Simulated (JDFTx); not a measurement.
```json
{
 "surface": "Ir(110)",
 "bulk": "Ir, Fm-3m, lattice of mp-101 (not re-optimised)",
 "slab": "8 atoms in 8 planes, 1x1, 9.3 Å between the outermost planes",
 "in-plane cell": "2.725 × 3.854 Å, 10.50 Å²",
 "cell_height": "25.5 Å",
 "sampling": "8×6×1 k mesh, Fermi smearing 0.01 Ha, no spin polarisation"
}
```

Profiles through the double layer of this slab, charged, in linear PCM (GLSSA13), water, 0.5 M NaCl; PBE, GBRV ultrasoft potentials, plane waves to 20/100 Ha, JDFTx (a modified build). z is the height above the outermost atoms, φ the plane-averaged electrostatic potential energy of an electron (zero in the bulk liquid), ρ_b the bound charge of solvent and ions, s the cavity shape function (0 in the solid, 1 in the liquid).

```
z (Å)  n (e/Å³)     s  φ (eV)  ρ_b (10⁻³ e/Å³)
-----  --------  ----  ------  ---------------
1.03     0.1340  0.00  -0.815             0.05
1.48     0.0366  0.00  -0.542             0.68
1.94     0.0107  0.03  -0.074            -0.58
2.39     0.0033  0.38   0.012             1.31
2.85     0.0010  0.92   0.013             1.12
3.30     0.0003  1.00   0.012             0.38
3.76     0.0001  1.00   0.011             0.13
4.21     0.0000  1.00   0.010             0.04
4.67     0.0000  1.00   0.009             0.02
5.12     0.0000  1.00   0.008             0.01
5.58     0.0000  1.00   0.007             0.00
6.04     0.0000  1.00   0.006             0.00
6.49     0.0000  1.00   0.006             0.00
6.95     0.0000  1.00   0.005             0.00
7.40     0.0000  1.00   0.005             0.00
7.86     0.0000  1.00   0.004             0.00
```

Task: Is the electrode positively or negatively charged, and roughly by how much?

Result: Negatively: σ = -2.3 μC/cm² per face. The liquid's bound charge is of the opposite sign overall, and far from the surface φ decays with the screening length (4.3 Å).
